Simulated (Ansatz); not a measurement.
AlP (NiAs type, P6_3/mmc) at seven volumes, PBE in the plane-wave PAW code Ansatz, shape and atoms relaxed at each. One row is withheld.

```tsv
V (Å³/atom)	P (GPa)
14.783	11.90
15.270	?
15.757	3.37
16.245	0.00
16.732	-2.88
17.219	-5.33
17.707	-7.41
```

Task: Fit the shown pressures and predict the withheld one.

Result: P = (3/2)B₀(x^(7/2) − x^(5/2))[1 + (3/4)(B′ − 4)(x − 1)] with x = (V₀/V)^(2/3). Least squares on the six rows gives V₀ = 16.245 Å³/atom, B₀ = 103 GPa, B′ = 4.24. At V = 15.270, x = 1.0421 and P = 7.27 GPa. The run itself gave 7.30 GPa.

The start of the workflow was typed in or built on a structure type; neither database checked (COD, Materials Project) lists it. It is not the phase usual at ambient conditions (space group No. 216). The PBE relaxation kept the symmetry of its start; its stability against distortions is not shown here.

Potentials: the earlier of the program's two PAW sets.
